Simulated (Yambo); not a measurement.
## Excitons in YVO4

```
CELL_PARAMETERS angstrom
     -3.56735     3.56735     3.14835
      3.56735    -3.56735     3.14835
      3.56735     3.56735    -3.14835
ATOMIC_POSITIONS crystal
  O  0.07545 0.76006 0.68461
  O  0.51006 0.32545 0.18461
  O  0.07545 0.39084 0.31539
  O  0.14084 0.32545 0.81539
  O  0.67455 0.85916 0.18461
  O  0.23994 0.92455 0.31539
  O  0.67455 0.48994 0.81539
  O  0.60916 0.92455 0.68461
  V  0.50000 0.50000 0.00000
  V  0.25000 0.75000 0.50000
  Y  0.00000 0.00000 0.00000
  Y  0.75000 0.25000 0.50000
```

The geometry is that of Materials Project entry mp-19133, symmetrised and not relaxed again.

BSE in Yambo on PBEsol (pw.x of Quantum ESPRESSO, ONCV potentials, no spin-orbit coupling) bands: 4×4×4 mesh, 20 valence and 11 conduction bands, static screening with 107 bands and a 3 Ry block, scissor 2.15 eV, Tamm-Dancoff; field along x.

| state | energy (eV) | states within 2 meV | relative strength | class | main transitions |
|---|---|---|---|---|---|
| 1 | 3.95 | 1 | < 0.01 | dark | several band pairs |
| 2 | 3.98 | 1 | < 0.01 | dark | several band pairs |
| 3 | 4.25 | 1 | < 0.01 | dark | VB → CB (71 %) |
| 4 | 4.27 | 2 | < 0.01 | weak | several band pairs |
| 5 | 4.34 | 2 | < 0.01 | dark | several band pairs |
| 6 | 4.47 | 1 | < 0.01 | dark | several band pairs |
| 7 | 4.55 | 4 | 1.00 | strong | several band pairs |
| 8 | 4.71 | 1 | < 0.01 | dark | VB → CB (92 %) |

These are vertical excitations (zero momentum). The direct quasiparticle gap on this mesh is 5.04 eV; counted from there, state 1 is bound by 1.08 eV. Convergence with the mesh was not shown.

Spin singlets only. Strengths are relative to the strongest of the lowest states of this run; strong means a line over 3 % of the spectrum's maximum, dark under 0.03 %. Absolute energies carry the error of the G0W0 scissor, whose convergence isn't established; the long-wavelength screening was taken along (1,1,1) although the crystal is anisotropic.

The 3d shell has no Hubbard U; the runs are without spin polarisation, and magnetic order was not tried.
